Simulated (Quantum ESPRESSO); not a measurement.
NaCl (rock salt, space group Fm-3m, No. 225) has a direct gap of 5.01 eV with PBEsol (Quantum ESPRESSO, PseudoDojo norm-conserving, 88 Ry, scalar-relativistic). After an isotropic strain (on all lattice vectors, atoms relaxed) the gap is direct, 5.09 eV.

Which strain was applied?
A. -3 %
B. -1.5 %
C. +1 %
D. +2 %
E. -0.7 %

E, -0.7 %. Gaps found: -3 %: 5.38 eV (direct); -1.5 %: 5.18 eV (direct); -0.7 %: 5.09 eV (direct); 0 %: 5.01 eV (direct); 1 %: 4.90 eV (direct); 2 %: 4.80 eV (direct).
